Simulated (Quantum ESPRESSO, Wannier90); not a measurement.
Wannier functions of CaI2 (CdI2 type)

```xyz
3
Lattice="4.5290 0.0000 0.0000 -2.2645 3.9222 0.0000 0.0000 0.0000 7.2098" Properties=species:S:1:pos:R:3 pbc="T T T"
Ca     0.0000     0.0000     0.0000
I      2.2645    -1.3074     1.7614
I     -2.2645     1.3074    -1.7614
```

Structure: Materials Project mp-30031, symmetrised, not relaxed again. COD (Crystallography Open Database) has an entry of this formula and space group (matched by these alone). Method: LDA plane waves in Quantum ESPRESSO 7.5 (PseudoDojo norm-conserving files, 58 Ry, no spin polarisation, no spin-orbit coupling), Bloch states on a 12×12×4 mesh through Γ, Wannier90 4.0.1. Density: 12×12×4 mesh, cold smearing 0.01 Ry. The cell is built of weakly bound layers, chains or molecules, whose nearest atoms lie 4.52 Å apart. Database cells relaxed without dispersion often hold them too far apart, which can enlarge gaps and weakens couplings between them; spacing and stacking were not compared with the measured crystal. Spin-orbit coupling is left out although heavy elements are present.

Bands 5-12 form an isolated set from -11.44 to 0.00 eV relative to the valence-band maximum (on the path) and are turned into 8 Wannier functions by minimising the spread from the start: SCDM (isolated).

Where do the functions sit, how wide are they and what are they made of?


| functions | spread (Å²) | nearest atom, distance (Å) | second atom, distance (Å) | weight on atomic waves |
|---|---|---|---|---|
| 6 | 1.81 | I 0.66 | Ca 2.49 | I 5p 72 %, I 5s 21 %, Ca 4s 4 % |
| 2 | 1.75 | I 0.48 | Ca 3.44 | I 5p 66 %, I 5s 32 % |

Ω_I = 12.15 Å², Ω_total = 14.35 Å²; the interpolated bands follow pw.x to 0.2 meV rms on the path. It is the lowest total spread that any start reached here.
